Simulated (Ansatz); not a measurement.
Consider the following.

BaNbHO$_{2}$:
Space group P4/mmm (No. 123); a = b = 4.1061 Å, c = 3.9153 Å, α = β = γ = 90.00°

```tsv
atom	site	symmetry	x	y	z
Ba	1d	4/mmm	0.5000	0.5000	0.5000
Nb	1a	4/mmm	0.0000	0.0000	0.0000
O	2f	mmm.	0.0000	0.5000	0.0000
H	1b	4/mmm	0.0000	0.0000	0.5000
```

This is the PBEsol-relaxed structure.

All from the program Ansatz at the PBEsol level (PAW), unless another level is named. Estimate the bulk modulus (Birch–Murnaghan fit).

134 GPa.

Next, the highest zone-centre frequency?

1372 cm^-1.

The start of the workflow was typed in or built on a structure type; neither database checked (COD, Materials Project) lists it. Whether it is the stable phase at ambient conditions was not checked. Symmetry was held in the PBEsol relaxation; its stability against distortions is not shown here. The workflow began spin-polarised and lost its moments. As this level gives no gap, phonon frequencies hold no LO–TO term and depend on the k-mesh and smearing (Fermi–Dirac, 0.1 eV here). Scalar-relativistic: spin–orbit coupling is off unless named, which matters more the heavier the elements.

Potentials: the earlier of the program's two PAW sets. The files were generated under PBE; for other functionals the program regenerates the frozen cores, and for LDA and PBEsol the local potential too.
